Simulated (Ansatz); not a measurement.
**What DFT gives for LuBPd$_{3}$**

```yaml
crystal:
  lattice:
    - [4.15392, 0.00000, 0.00000]
    - [0.00000, 4.15392, 0.00000]
    - [0.00000, 0.00000, 4.15392]
  atoms:
    - { symbol: Pd, position: [0.00000, 0.50000, 0.50000] }
    - { symbol: Pd, position: [0.50000, 0.00000, 0.50000] }
    - { symbol: Pd, position: [0.50000, 0.50000, 0.00000] }
    - { symbol: Lu, position: [0.00000, 0.00000, 0.00000] }
    - { symbol: B, position: [0.50000, 0.50000, 0.50000] }
```

The numbers come from plane-wave PAW DFT (Ansatz): r2SCAN, no spin polarisation, 500 eV, 8×8×8 Γ-centred k points, fermi-dirac occupations (width 0.1 eV). Nothing was relaxed.

Formation energy: -0.59 eV an atom against the elements' usual phases (free molecules for gases, crystals otherwise, with no correction for O₂ or N₂), so it is bound against them; other compounds may still compete. Relaxing would lower it.
Charges: Bader charges in e: Lu +1.80, B +0.05, Pd -0.62. In the mean Lu gives up most and Pd takes most.
Stress: The pressure is 13.5 GPa (compression positive), so with the atoms held at these fractions the cell would first expand.
Electronic structure: It is a metal, with about 2.6 states/eV a cell as the mean within 0.25 eV of the Fermi level, mostly Pd d (34 %), B p (33 %) and Lu d (15 %).

Origin: a database entry at a rescaled volume. Caveats: atoms or cell far from equilibrium.
